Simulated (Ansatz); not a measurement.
Calculated ¹⁷O NMR of the central transition for KLi2H3O3

Cell: a Materials Project structure (computed, not necessarily an observed phase), taken as it stands.

Space group P2_1/m (No. 11); a = 5.7819, b = 5.1646, c = 6.3224 Å, β = 103.14°.

```csv
site,Wyckoff,site symmetry,x,y,z
K,2e,m,0.1563,0.7500,0.2556
Li,4f,1,0.6535,0.0048,0.1773
H7,2e,m,0.7701,0.7500,0.8864
H9,2e,m,0.9810,0.7500,0.6624
H11,2e,m,0.6207,0.7500,0.5344
O13,2e,m,0.6152,0.7500,0.9261
O15,2e,m,0.0833,0.7500,0.8088
O17,2e,m,0.6811,0.7500,0.4036
```

One atom of each set is listed.

Method: Kohn–Sham DFT in Ansatz, PBE, plane waves and PAW, scalar-relativistic, 420 eV cutoff, Γ-centred 4×5×4 k-points, Fermi–Dirac smearing 0.02 eV.

¹⁷O has I = 5/2 and Q = -25.58 mb (Pyykkö 2018); at 18.8 T its Larmor frequency is ν₀ = 108.6 MHz. Only the quadrupole interaction is simulated: positions count from each site's isotropic chemical shift, and J coupling is left out, as are shift anisotropy and dipolar coupling, which fast spinning averages.

(1) What does the ¹⁷O spectrum (fast magic-angle spinning) show for each site?

Results:

(1) 

| site | first shell | C_Q (MHz) | η | P_Q (MHz) | δ_QIS (ppm) | breadth (kHz) |
| --- | --- | --- | --- | --- | --- | --- |
| O13 | 1 H at 0.98 Å, 4 Li at 2.00–2.04 Å; also 3 K at 3.23–3.34 Å | -7.11 | 0.02 | 7.11 | -25.7 | 6.02 |
| O15 | 1 H at 0.98 Å, 2 Li at 1.97 Å; also 1 H at 1.98 Å, 3 K at 2.76–2.91 Å | -7.53 | 0.11 | 7.55 | -29.0 | 6.97 |
| O17 | 1 H at 0.97 Å, 2 Li at 1.92 Å; also 1 H at 2.10 Å, 2 K at 2.96–3.10 Å | -8.16 | 0.06 | 8.17 | -34.0 | 8.05 |

δ_QIS = −(ν_Q²/30ν₀²)[I(I+1) − 3/4](1 + η²/3) × 10⁶ ppm with ν_Q = 3|C_Q|/[2I(2I−1)]; it falls as 1/B₀² in ppm, and the breadth as 1/B₀ in kHz.

At O13, O15 and O17 V_zz points along its shortest bond, to H (within 1°) in each case.

Hardware: 1 thread of Arm Neoverse V1 (aarch64; 8 cores open to the job, memory cap 2.5 GiB, no GPU), a shared host with a load of 0.8 a core. Wall time 30 s, CPU time 30 s, peak memory 0.55 GiB.
